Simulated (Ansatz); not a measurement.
Question: Each is relaxed and computed with PBEsol in the plane-wave PAW code Ansatz. Which is the only one with a gap?
A. CdSiN2, R-3m (Cd on 3a, Si on 3b, N on 6c)
B. Sc2SiB2, P-6m2 (Sc on 2h, Si on 1a, B on 1b, B on 1f)
C. VSi, CsCl type
D. Ta4C3, R-3m (Ta on 6c, C on 6c, Ta on 6c, C on 3a)

Answer: A, CdSiN2, R-3m (Cd on 3a, Si on 3b, N on 6c). CdSiN2: gap 1.26 eV (indirect); Sc2SiB2: metal; Ta4C3: metal; VSi: metal. Spin orders computed, not proven ground states: VSi, CsCl type antiferromagnetic. Constructed cells (a structure type filled with these elements, in neither database checked): VSi, CsCl type. Typed or built starts, not in the databases checked: CdSiN2, R-3m (Cd on 3a, Si on 3b, N on 6c); Sc2SiB2, P-6m2 (Sc on 2h, Si on 1a, B on 1b, B on 1f); Ta4C3, R-3m (Ta on 6c, C on 6c, Ta on 6c, C on 3a). Unstable at this level: VSi, CsCl type. All cells were relaxed under the symmetry of their starts (and spin orders); stability against distortions was not tested throughout. Cells of antiferromagnets are given as chemical subcells. Named crystals with no word on spin ran without spin polarisation. Scalar-relativistic: spin–orbit coupling is off unless named, which matters more the heavier the elements.

Potentials: the earlier of the program's two PAW sets. The files were generated under PBE; for other functionals the program regenerates the frozen cores, and for LDA and PBEsol the local potential too.
